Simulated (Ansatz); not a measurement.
Relaxed HgTe (zinc blende):

```xyz
2
Lattice="0.0000 3.2867 3.2867 3.2867 0.0000 3.2867 3.2867 3.2867 0.0000" Properties=species:S:1:pos:R:3 pbc="T T T"
Te     4.9301     4.9301     4.9301
Hg     0.0000     0.0000     0.0000
```

Two-dimensional scan of atom 1 (Te, nearest neighbour Hg at 2.846 Å; its periodic images, 4.6 Å or more away, move with it): u runs along (0.707, 0.707, 0.000), v along (0.000, 0.000, 1.000) (Cartesian). Cell and other atoms are fixed.

These are r2SCAN (plane waves to 500 eV, PAW, scalar-relativistic; Ansatz, a quantum-chemistry and plane-wave program) values and carry that method's errors. k mesh 10×10×10 (Γ-centred), Fermi-Dirac smearing 0.05 eV. Stress and pressure are positive under compression. With partly filled bands, energies and forces of such displacements shift with the k mesh and the smearing. At this level the bands of HgTe touch or barely overlap. HgTe was relaxed with its symmetry unable to fall. Spin-orbit coupling is left out, though Hg and Te are heavy. The PAW data are Ansatz's earlier set. 

| P (GPa) | u = -0.430 | u = -0.287 | u = -0.143 | u = 0.000 | u = 0.143 | u = 0.287 | u = 0.430 |
|---|---|---|---|---|---|---|---|
| v = -0.430 | 2.5 | 2.5 | 2.6 | 2.6 | 2.6 | 2.5 | 2.5 |
| v = -0.287 | 1.9 | 1.4 | 1.2 | 1.2 | 1.2 | 1.4 | 1.9 |
| v = -0.143 | 2.0 | 1.0 | 0.5 | 0.3 | 0.5 | 1.0 | 2.0 |
| v = 0.000 | … | 1.2 | 0.3 | 0.0 | 0.3 | 1.2 | … |
| v = 0.143 | … | 2.2 | 0.8 | 0.3 | 0.8 | 2.2 | … |
| v = 0.287 | 7.5 | 3.9 | 1.8 | 1.2 | 1.8 | 3.9 | 7.5 |
| v = 0.430 | 11.2 | 6.2 | 3.5 | 2.6 | 3.5 | 6.2 | 11.2 |

Task: Some entries are withheld; supply them.

Result: 
- v = 0.000, u = -0.430: 2.9
- v = 0.000, u = 0.430: 2.9
- v = 0.143, u = -0.430: 4.7
- v = 0.143, u = 0.430: 4.7

(A displaced cell: forces are minus the slopes of the energy, force constants its curvatures, and phonons follow from these.)
